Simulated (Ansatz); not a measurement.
Fe:
```
Fe
1.0
    1.20793    -2.36254     0.00000
    1.20793     2.36254     0.00000
    0.00000     0.00000     4.26927
Fe
2
Cartesian
  1.20793   1.72004   3.20195
  1.20793  -1.72004   1.06732
```
Starting moments (μB, in the order of the atoms Fe Fe): 2.9 2.9.

Relaxed with r²SCAN.

Problem. Tabulate the valence density and the electron localisation function along the shortest Fe–Fe contact (2.42 Å), plane-wave PAW r²SCAN (Ansatz code).

Solution. 

| distance from Fe (Å) | density (e/Å³) | ELF |
|---|---|---|
| 0.24 | 24.18 | 0.81 |
| 0.36 | 15.37 | 0.72 |
| 0.48 | 8.55 | 0.60 |
| 0.60 | 4.27 | 0.48 |
| 0.72 | 1.91 | 0.36 |
| 0.85 | 0.86 | 0.26 |
| 0.97 | 0.54 | 0.21 |
| 1.09 | 0.42 | 0.24 |
| 1.21 | 0.38 | 0.27 |
| 1.33 | 0.42 | 0.24 |
| 1.45 | 0.54 | 0.21 |
| 1.57 | 0.86 | 0.26 |
| 1.69 | 1.91 | 0.36 |
| 1.81 | 4.27 | 0.48 |
| 1.93 | 8.55 | 0.60 |
| 2.05 | 15.37 | 0.72 |
| 2.17 | 24.18 | 0.81 |

The density is the valence pseudo-density with augmentation charge, so density and ELF within about 1 Å of a nucleus are not all-electron values.

Space group Cmcm. The start of the workflow was typed in or built on a structure type; neither database checked (COD, Materials Project) lists it. It is not the phase usual at ambient conditions (space group No. 229). The r²SCAN relaxation kept the symmetry of its start; its stability against distortions is not shown here. Magnetic state: ferromagnetic, chosen from 5 collinear starts compared on coarse meshes (ties went to the first, and starts can fall back to one state), not a proven ground state. Other orbital occupations within this spin state were not tried. For itinerant 3d metals, meta-GGAs of the SCAN family and hybrids are commonly reported to give too large moments.

Potentials: the later of the program's two PAW sets.
